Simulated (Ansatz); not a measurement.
The geometry is COD entry 1534903, unchecked; take it as a test cell. The listed cell was then made from it by scaling, straining or moving an atom.

An input for Nb: DFT, LDA, all-electron PAW with datasets made for the crystal, scalar-relativistic (Ansatz 0.2.0).

Command: `ansatz run input.yaml --threads 1 --pin off --max-ram 3072MiB --backend cpu --events-out ev --progress --plain --runs-dir out` The run took 6.5 s on 1 thread of Intel(R) Xeon(R) Platinum 8488C (Sapphire Rapids), with other jobs on the host, peak memory 0.39 GiB.

```yaml
crystal:
  lattice:
    - [0.0, 2.115, 2.1573]
    - [2.115, 0.0, 2.1573]
    - [2.115, 2.115, 0.0]
  atoms:
    - { symbol: Nb, position: [0.0, 0.0, 0.0] }
kpoints:
  mp_grid: { grid: [13, 13, 13] }
scf:
  occupations: { method: fermi_dirac, width: 0.03 }
hamiltonian:
  xc: lda
  pseudopotentials: { kind: all_electron, datasets: crystal }
output:
  forces: true
  stress: true
  eigenvalues: true
  efg: { contact_densities: true }
```

Set-up and iterations as logged by Ansatz (the results part is left out, to be predicted):

```
hamiltonian.pseudopotentials.datasets: crystal makes datasets for this crystal and solves the spheres of its atoms anew in each pass: cutoff 240.0 eV, the density's 960.0 eV; for an error of 0.50 meV an atom under PBE, 0.5 meV for the cell; an energy difference from a run of another recipe may be off by several times the error for the cell, under r2SCAN by more, where some 0.1 meV an atom stays at smaller errors; Nb in spheres of 1.376 Å, 13 of its electrons in bands
Engine: ansatz 0.2.0
Pseudopotentials: kind: all_electron
Pseudopotential: Nb, paw, valence charge 13, recommended cutoff 240 eV (normal), Koelling and Harmon's equation, gaussian nucleus
Functional definition: SPW92
  exchange = slater_x
  correlation = pw_c
Crystal: 1 atoms, lattice volume = 19.300 Å³
Basis set: ecut = 240 eV, 169 PW (Γ)
Bands: 11, of which v1, the nominal top of the filled ones, is band 7 counted from 1 (6 counted from 0)
Symmetry: 16 space group operations
Space group: I4/mmm (ITA 139), of the structure as read, at distance tolerance 2.7e-5 Å
k-points: 196 of 2197
Non-local potential: Nb, projectors of the file, l = 0: 2, l = 1: 2, l = 2: 2
PAW form: soft (Blöchl's): semilocal exchange-correlation on the pseudo side does not see the compensation charge
PAW one-centre angular grid: Nb, 590 points (default); XC on its mesh's 1889 points in the sphere
Initial density: superposition of atomic densities (neutral atoms: chi_scale 0, normalization atom)
Initial wavefunctions: pseudopotential atomic-orbital guess
Functional: x = slater, c = lda
iter 1 solved again at ethr=1.53e-2 eV; its pass at ethr=1.00e-1 eV (dr2=1.99e0 eV) is discarded
SCF iter   1: F=—  HF=-103836.455004 eV  |F-HF|=—  |Δ(HF+E_count)|=         —  Δρ=9.24e-2  dr2=2.02e0  ethr=1.53e-2  ⟨swp⟩=2.1  Hψ=11428  notcnv=0
iter 2 solved again at ethr=3.58e-4 eV; its pass at ethr=1.53e-2 eV (dr2=4.66e-2 eV) is discarded
SCF iter   2: F=—  HF=-103835.764059 eV  |F-HF|=—  |Δ(HF+E_count)|=   6.91e-1  Δρ=1.81e-2  dr2=4.62e-2  ethr=3.58e-4  ⟨swp⟩=2.1  Hψ=10729  notcnv=0  defer=2
SCF iter   3: F=—  HF=-103835.736426 eV  |F-HF|=—  |Δ(HF+E_count)|=   2.76e-2  Δρ=5.94e-3  dr2=3.18e-3  ethr=3.55e-4  ⟨swp⟩=2.0  Hψ=4323  notcnv=0
SCF iter   4: F=—  HF=-103835.734695 eV  |F-HF|=—  |Δ(HF+E_count)|=   1.73e-3  Δρ=7.05e-4  dr2=8.91e-5  ethr=2.45e-5  ⟨swp⟩=2.9  Hψ=4085  notcnv=0  defer=2
SCF iter   5: F=—  HF=-103835.735617 eV  |F-HF|=—  |Δ(HF+E_count)|=   9.22e-4  Δρ=2.90e-4  dr2=3.97e-6  ethr=6.85e-7  ⟨swp⟩=2.6  Hψ=5014  notcnv=0
SCF iter   6: F=—  HF=-103835.735618 eV  |F-HF|=—  |Δ(HF+E_count)|=   7.08e-7  Δρ=5.47e-5  dr2=2.50e-7  ethr=3.06e-8  ⟨swp⟩=2.1  Hψ=3472  notcnv=0
SCF iter   7: F=-103835.735618 eV  HF=-103835.735618 eV  |F-HF|=7.71e-10  |Δ(HF+E_count)|=   2.93e-8  Δρ=3.98e-6  dr2=1.98e-9  ethr=1.92e-9  ⟨swp⟩=2.0  Hψ=3466  notcnv=0
```

**Question.** What pressure will this run report?

**Answer.** -13.18 GPa (positive in compression).
